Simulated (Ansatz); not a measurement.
RuC in space group P-6m2 (No. 187; Ru on 1a, C on 1f) at seven volumes, PBE (plane waves, PAW; program Ansatz), shape and atoms relaxed at each. One row is withheld.

```csv
V (Å³/atom),P (GPa)
9.011,39.45
9.308,24.07
9.606,11.04
9.903,0.00
10.200,-9.28
10.497,?
10.794,-23.71
```

Question: Fit the shown pressures and predict the withheld one.

Answer: P = (3/2)B₀(x^(7/2) − x^(5/2))[1 + (3/4)(B′ − 4)(x − 1)] with x = (V₀/V)^(2/3). Least squares on the six rows gives V₀ = 9.904 Å³/atom, B₀ = 336 GPa, B′ = 4.60. At V = 10.497, x = 0.9620 and P = -17.10 GPa. The run itself gave -17.12 GPa.

A made-up cell: these elements were put on the sites of a structure type; neither database checked (COD, Materials Project) lists it. Its standing as an ambient phase is unchecked. The cell was relaxed with PBE under the symmetry of its start; its stability against distortions is not shown here. No spin polarisation was allowed.

Potentials: the earlier of the program's two PAW sets.
